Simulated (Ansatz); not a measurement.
ZnSnP$_{2}$:
Space group P-4m2 (No. 115); a = b = 4.0035 Å, c = 5.6337 Å, α = β = γ = 90.00°

```json
[
 {"atom": "Zn", "site": "1a", "symmetry": "-4m2", "x": "0.0000", "y": "0.0000", "z": "0.0000"},
 {"atom": "Sn", "site": "1c", "symmetry": "-4m2", "x": "0.5000", "y": "0.5000", "z": "0.5000"},
 {"atom": "P", "site": "2g", "symmetry": "2mm.", "x": "0.0000", "y": "0.5000", "z": "0.2269"}
]
```

Relaxed with r²SCAN.

Problem. Tabulate the valence density and the electron localisation function along the shortest Zn–P contact (2.38 Å), r²SCAN in the plane-wave PAW code Ansatz.

Solution. 

```
distance from Zn (Å)  density (e/Å³)   ELF
--------------------  --------------  ----
0.24                           24.86  0.00
0.36                           12.09  0.00
0.48                            4.99  0.02
0.59                            2.09  0.07
0.71                            1.06  0.13
0.83                            0.68  0.19
0.95                            0.51  0.25
1.07                            0.47  0.41
1.19                            0.50  0.66
1.31                            0.57  0.84
1.43                            0.67  0.91
1.54                            0.77  0.93
1.66                            0.83  0.91
1.78                            0.78  0.82
1.90                            0.61  0.52
2.02                            0.37  0.11
2.14                            0.17  0.00
```

The density is the valence pseudo-density with augmentation charge, so density and ELF within about 1 Å of a nucleus are not all-electron values.

The first step of the workflow began from a Materials Project structure, measured or hypothetical; the Crystallography Open Database copy checked does not list it. Whether it is the stable phase at ambient conditions was not checked. Symmetry was held in the r²SCAN relaxation; whether a distortion lowers the energy is not shown. Scalar-relativistic: spin–orbit coupling is off unless named, which matters more the heavier the elements.

Potentials: the later of the program's two PAW sets.
